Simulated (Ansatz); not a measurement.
**Formation energy of AuCu3-type SrCo3**

Level of theory: DFT, PBE, scalar-relativistic, collinear spin; plane waves to 420 eV with PAW datasets (Ansatz 0.2.0), 8×8×8 k-mesh, Gaussian smearing of 0.05 eV. The datasets are Ansatz's generated set soft_2.

The cell came from substitution into a structure type; no database entry of this phase was matched, which doesn't show that none exists.

Symmetry: Pm-3m, No. 221, cubic system. Conventional cell: a = 4.007 Å, b = 4.007 Å, c = 4.007 Å, α = 90.00°, β = 90.00°, γ = 90.00°. Sr (site symmetry m-3m) has 12 Co at 2.83 Å as nearest neighbours. Co (site symmetry 4/mmm) has 4 Sr at 2.83 Å and 8 Co at 2.83 Å as nearest neighbours. (Shells end 15 % past the nearest neighbour.)

The elements were computed in their standard states with the same datasets, cutoff and functional. The compound's run is ferromagnetic, with site spin moments Sr -0.10; Co 1.52 μB. Absolute energies hang on the potentials; compare differences alone.

Energy of the relaxed cell (4 atoms, smearing extrapolated to zero): -18919.147 eV. Elements, in eV/atom: Sr -3544.220, Co -5126.152.

Question: What is the formation energy?

Answer: [-18919.147 − (1 × -3544.220 + 3 × -5126.152)] / 4 = 0.88 eV/atom, or 85 kJ per mole of atoms.

The value is for 0 K, without zero-point energy. A positive value means that this structure is unstable even against the elements at this level.

The run wasn't fully tested for a lower electronic state. Site moments are of spin, integrated over atomic spheres. A displaced or strained copy of the relaxed cell lay 1.7 meV/atom lower, so the structure isn't a true minimum at this level, unless the mesh, which matters in a metal, makes it so. The moments were started parallel, and the real magnetic order may be another.
